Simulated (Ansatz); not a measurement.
# KRb₂GaF₆: do energies and stresses tell the same story?

These are results of DFT r2SCAN, scalar-relativistic, plane waves, PAW (Ansatz), not measurements.

Cutoff 500 eV; k points 6×6×6 on the computed 10-atom cell (Γ-centred); Gaussian smearing, width 0.02 eV; no spin polarisation.

Relaxed cell: Fm-3m, a = 8.790 Å, b = 8.790 Å, c = 8.790 Å, α = 90.00°, β = 90.00°, γ = 90.00°, 10 atoms in the primitive cell. Whether it is the stable form of this composition wasn't checked.

Energies at zero smearing and pressures from the stress tensor, at volumes with shape and atoms relaxed:
| V (Å³/atom) | E − E(first) (meV/atom) | P (GPa) |
| --- | --- | --- |
| 15.961 | 0.00 | 3.19 |
| 16.470 | -7.26 | 1.43 |
| 16.980 | -9.44 | -0.01 |
| 17.489 | -7.49 | -1.18 |
| 17.998 | -2.14 | -2.15 |

Check P = −dE/dV between neighbouring volumes, and get the bulk modulus from the pressures alone.

With 1 eV/Å³ = 160.2 GPa:
| middle V (Å³/atom) | −ΔE/ΔV (GPa) | mean P (GPa) |
| --- | --- | --- |
| 16.215 | 2.284 | 2.310 |
| 16.725 | 0.685 | 0.713 |
| 17.234 | -0.614 | -0.596 |
| 17.744 | -1.683 | -1.665 |

The two differ by 0.03 GPa at most. The mean of two end pressures misses the average over a step by about ΔV² P″/12, up to 0.03 GPa here; with that taken off 0.00 GPa remains. Around V = 16.980 Å³/atom, the two neighbours give B = −V ΔP/ΔV = 16.980 × 2.62 / 1.019 = 43.6 GPa, against B0 = 43.4 GPa from the Birch–Murnaghan fit of the energies.

Cost: 6 runs of about 18 core-minutes in all, on AMD EPYC (Zen 3) (shared hosts).